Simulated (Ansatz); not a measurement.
La:
```xyz
4
Lattice="3.7758 0.0000 0.0000 -1.8879 3.2700 0.0000 0.0000 0.0000 12.0661" Properties=species:S:1:pos:R:3 pbc="T T T"
La     0.0000     0.0000     0.0000
La     0.0000     0.0000     6.0330
La     0.0000     2.1800     3.0165
La     1.8879     1.0900     9.0496
```

Relaxed with r²SCAN. Special points in fractions of this cell's reciprocal vectors: Γ (0.000, 0.000, 0.000); M (0.500, 0.000, 0.000); K (0.333, 0.333, 0.000); A (0.000, 0.000, 0.500); L (0.500, 0.000, 0.500); H (0.333, 0.333, 0.500).

List the band energies nearest the Fermi level at these points for the program Ansatz at the r²SCAN level (PAW).

In eV from the Fermi level; about four levels below and three above (degenerate sets whole), none deeper than 8.9 eV; points with the same levels are listed once.

```
k                    below                above
-  -----------------------  -------------------
Γ  -3.33 -1.93 -1.93 -1.84  0.52 0.69 1.34 1.34
M  -1.11 -0.68 -0.29 -0.23       0.51 1.02 1.27
K  -0.61 -0.53 -0.53 -0.04       0.10 0.10 0.94
A  -2.84 -2.84 -1.75 -1.75  0.91 0.91 1.34 1.34
L  -1.44 -1.44 -1.13 -1.13  0.75 0.75 1.38 1.38
H  -0.09 -0.09 -0.07 -0.07  0.92 0.92 0.94 0.94
```

Space group P6_3/mmc (dhcp (α-La type)). The r²SCAN relaxation kept the symmetry of its start; of distortions, only those at the zone centre were tested. Scalar-relativistic: spin–orbit coupling is off unless named, which matters more the heavier the elements.

Potentials: the later of the program's two PAW sets.
